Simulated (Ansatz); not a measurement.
CaCd₃F₈ on the sites of the fluorite structure: a zone-centre phonon calculation by perturbation theory in the PAW code Ansatz (PBEsol). The geometry is the PBEsol minimum.

```yaml
crystal:
  lattice:
    - [3.8177769303, -5.3946236159, 0.0]
    - [3.8177769303, 5.3946236159, 0.0]
    - [0.0, 0.0, 3.8119136543]
  atoms:
    - { symbol: Cd, position: [0.0, 0.5, 0.0] }
    - { symbol: F, position: [0.3754286538, 0.1254794352, 0.5] }
    - { symbol: F, position: [0.1254794352, 0.3754286538, 0.5] }
    - { symbol: Cd, position: [0.5, 0.5, 0.5] }
    - { symbol: F, position: [0.8747489151, 0.1252510849, 0.0] }
    - { symbol: F, position: [0.6249095309, 0.3750904691, 0.0] }
    - { symbol: Ca, position: [0.0, 0.0, 0.5] }
    - { symbol: F, position: [0.3750904691, 0.6249095309, 0.0] }
    - { symbol: F, position: [0.1252510849, 0.8747489151, 0.0] }
    - { symbol: Cd, position: [0.5, 0.0, 0.0] }
    - { symbol: F, position: [0.8745205648, 0.6245713462, 0.5] }
    - { symbol: F, position: [0.6245713462, 0.8745205648, 0.5] }
kpoints:
  mp_grid: { grid: [4, 4, 6] }
hamiltonian:
  xc: pbesol
scf:
  occupations: { method: fixed }
phonons:
  method: dfpt
  dielectric: true
  qpoints: [[0, 0, 0]]
  rigid_motions: translations
```

In the abridged output below, numbers in square brackets stand for lines, or ends of lines, that were taken out.
```
Functional definition: PBEsol
Crystal: 12 atoms, lattice volume = 157.016 Å³
[1]
Bands: 76, of which v1, the nominal top of the filled ones, is band 63 counted from 1 (62 counted from 0)
[2]
SCF 1 converged in 11 iterations: F = -32758.464636 eV  dr2 = 4.29e-11
SCF 1 converged in 6 iterations: F = -32758.206748 eV  dr2 = 1.49e-8
Free energy (F): -32758.464636 eV
Fermi energy:    5.701578 eV
--- Band table (eV; the first three rows and the last of 52) ---
  k-point 0: bands = […, 5.2014, 5.2050, 5.2524, 5.2749, 5.5538, 5.5740, 9.2231, 12.7019, 13.1206, 14.3745, …]
  k-point 1: bands = […, 5.2160, 5.2352, 5.2465, 5.3259, 5.4137, 5.5036, 9.8164, 12.8751, 13.2312, 14.4719, …]
  k-point 2: bands = […, 5.1685, 5.2389, 5.3457, 5.3580, 5.3664, 5.5684, 11.1326, 13.2821, 13.3148, 14.2985, …]
  k-point 51: bands = […, 5.1937, 5.2178, 5.4744, 5.5180, 5.5639, 5.6103, 12.7014, 13.0725, 13.2222, 14.4610, …]
--- Phonons (Γ-DFPT): 18 representative perturbations + reference ---
[3]
  ε∞ (high-frequency dielectric tensor):
        2.742314     0.000000     0.000000
        0.000000     2.742131     0.000000
        0.000000     0.000000     2.749110
  ε⁰ (static dielectric tensor: ions relaxed, cell fixed):
        8.669649     0.000000     0.000000
        0.000000     8.659099     0.000000
        0.000000     0.000000     8.649364
  ε⁰ − ε∞ (ionic part):
        5.927335     0.000000     0.000000
        0.000000     5.916968     0.000000
        0.000000     0.000000     5.900254
  Born effective charges Z* (e; rows j = field, columns β = displacement):
    site 0:
         2.47623   -0.07102    0.00000
        -0.07366    2.37295    0.00000
         0.00000    0.00000    2.47495
    site 1:
        -1.19695   -0.05437    0.00000
        -0.05262   -1.22509    0.00000
         0.00000    0.00000   -1.25056
    site 2:
        -1.19695    0.05437    0.00000
         0.05262   -1.22509    0.00000
         0.00000    0.00000   -1.25056
    site 3:
         2.37064    0.00000    0.00000
         0.00000    2.52251    0.00000
         0.00000    0.00000    2.46988
    site 4:
        -1.29475    0.00000    0.00000
         0.00000   -1.22614    0.00000
         0.00000    0.00000   -1.16752
    site 5:
        -1.20545    0.00000    0.00000
         0.00000   -1.21778    0.00000
         0.00000    0.00000   -1.22963
    site 6:
         2.46509    0.00000    0.00000
         0.00000    2.51980    0.00000
         0.00000    0.00000    2.37676
    site 7:
        -1.20545    0.00000    0.00000
         0.00000   -1.21778    0.00000
         0.00000    0.00000   -1.22963
    site 8:
        -1.29475    0.00000    0.00000
         0.00000   -1.22614    0.00000
         0.00000    0.00000   -1.16752
    site 9:
         2.47623    0.07102    0.00000
         0.07366    2.37295    0.00000
         0.00000    0.00000    2.47495
    site 10:
        -1.19695    0.05437    0.00000
         0.05262   -1.22509    0.00000
         0.00000    0.00000   -1.25056
    site 11:
        -1.19695   -0.05437    0.00000
        -0.05262   -1.22509    0.00000
         0.00000    0.00000   -1.25056
  ε∞ is read to err by 9.5e-3, Z* by 1.2e-1 e
  optical modes at Γ without the LO–TO term, one row a degenerate level:
      ω (cm⁻¹)  modes    IR ((D/Å)²/amu)
[4]
  optical modes at Γ + LO–TO along q̂ = [1.0000, 0.0000, 0.0000]:
      ω (cm⁻¹)  modes    IR ((D/Å)²/amu)
[5]
  optical modes at Γ + LO–TO along q̂ = [0.0000, 1.0000, 0.0000]:
      ω (cm⁻¹)  modes    IR ((D/Å)²/amu)
[6]
  optical modes at Γ + LO–TO along q̂ = [0.0000, 0.0000, 1.0000]:
      ω (cm⁻¹)  modes    IR ((D/Å)²/amu)
[7]
```

Question: Fill in the blanks. They hold the frequencies, the symmetry found, cutoff and plane waves at Γ.

Answer:
```
[1]
Basis set: ecut = 420 eV, 3079 PW (Γ)
[2]
Symmetry: 8 space group operations
[3]
  Γ frequencies (cm⁻¹): 0.00 0.00 0.00 84.98 90.05 93.25 94.22 100.56 115.78 136.48 141.86 142.62 178.57 199.77 209.00 225.02 238.75 242.83 249.69 251.13 255.47 262.37 270.65 271.40 281.33 283.06 298.88 303.00 303.40 303.56 304.66 335.79 338.89 340.03 342.15 391.69
[4]
         84.98      1             0.0000
         90.05      1             0.0050
         93.25      1             0.0035
         94.22      1             0.0262
        100.56      1             0.0001
        115.78      1             0.0916
        136.48      1             0.5143
        141.86      1             0.0000
        142.62      1             0.0000
        178.57      1             0.0904
        199.77      1             8.0904
        209.00      1            13.3305
        225.02      1            19.7260
        238.75      1            11.6523
        242.83      1             0.0000
        249.69      1             6.1045
        251.13      1             0.0000
        255.47      1             0.0000
        262.37      1             0.0000
        270.65      1             0.0000
        271.40      1             0.2956
        281.33      1             1.0864
        283.06      1             1.3202
        298.88      1             1.5023
        303.00      1             1.1932
        303.40      1             0.0000
        303.56      1             0.0000
        304.66      1             0.0000
        335.79      1             0.0000
        338.89      1             0.0332
        340.03      1             0.1071
        342.15      1             0.0000
        391.69      1             0.0000
[5]
         84.98      1             0.0000
         90.09      1             0.0004
         93.25      1             0.0035
         94.22      1             0.0262
        100.56      1             0.0001
        116.27      1             0.0058
        136.48      1             0.5143
        141.86      1             0.0000
        142.62      1             0.0000
        178.57      1             0.0904
        209.00      1            13.3305
        214.65      1             0.1308
        225.02      1            19.7260
        242.83      1             0.0000
        249.69      1             6.1045
        251.13      1             0.0000
        255.47      1             0.0000
        262.37      1             0.0000
        270.58      1             0.0262
        270.65      1             0.0000
        281.33      1             1.0864
        283.06      1             1.3202
        292.60      1             0.3150
        303.00      1             1.1932
        303.40      1             0.0000
        303.56      1             0.0000
        304.66      1             0.0000
        335.79      1             0.0000
        338.89      1             0.0332
        339.12      1             0.1415
        342.15      1             0.0000
        391.69      1             0.0000
        403.97      1            21.1248
[6]
         84.98      1             0.0000
         90.05      1             0.0050
         93.25      1             0.0035
         94.41      1             0.0020
        100.56      1             0.0000
        115.78      1             0.0916
        136.48      1             0.5143
        141.86      1             0.0000
        142.62      1             0.0000
        178.73      1             0.0015
        199.77      1             8.0904
        225.02      1            19.7260
        235.21      1             0.1810
        238.75      1            11.6523
        242.83      1             0.0000
        251.13      1             0.0000
        255.47      1             0.0000
        262.37      1             0.0000
        270.65      1             0.0000
        271.40      1             0.2956
        277.67      1             0.1332
        283.06      1             1.3202
        298.41      1             0.2230
        298.88      1             1.5023
        303.40      1             0.0000
        303.56      1             0.0000
        304.66      1             0.0000
        335.79      1             0.0000
        338.89      1             0.0332
        340.03      1             0.1071
        342.15      1             0.0000
        391.69      1             0.0000
        404.42      1            21.2906
[7]
         84.98      1             0.0000
         90.05      1             0.0050
         93.27      1             0.0003
         94.22      1             0.0262
        100.56      1             0.0001
        115.78      1             0.0916
        138.68      1             0.0286
        141.86      1             0.0000
        142.62      1             0.0000
        178.57      1             0.0904
        199.77      1             8.0904
        209.00      1            13.3305
        238.75      1            11.6523
        242.83      1             0.0000
        249.69      1             6.1045
        251.13      1             0.0000
        255.47      1             0.0000
        262.37      1             0.0000
        270.65      1             0.0000
        271.40      1             0.2956
        278.67      1             0.1676
        281.33      1             1.0864
        298.88      1             1.5023
        303.00      1             1.1932
        303.40      1             0.0000
        303.56      1             0.0000
        304.66      1             0.0000
        335.79      1             0.0000
        338.56      1             0.0603
        340.03      1             0.1071
        342.15      1             0.0000
        391.69      1             0.0000
        399.28      1            21.3405
```

All optical modes at Γ are real, from 85 to 392 cm⁻¹ without the longitudinal term; this says nothing of other wave vectors. With the long-range field the highest mode reaches 404 cm⁻¹. The clamped-ion dielectric constant comes out as 2.74 along x and y, 2.75 along z. With the ions relaxed, ε⁰ is 8.7 along x and y, 8.6 along z. Born charges, averaged over directions: Cd +2.44, F -1.23, Ca +2.45 e. The program notes that the ground state's band table doesn't vouch for all the bands that the response reads.

Question: What wall time did it need on 1 × NVIDIA H100 80GB HBM3 with 2 threads of AMD EPYC 7R13 Processor (Zen 3) (shared host), and how much host memory at the peak?

Answer: About 62 s, with a peak of 3.4 GiB.

All values are calculated for a non-magnetic cell, which may be hypothetical.

Spin-orbit coupling is left out.
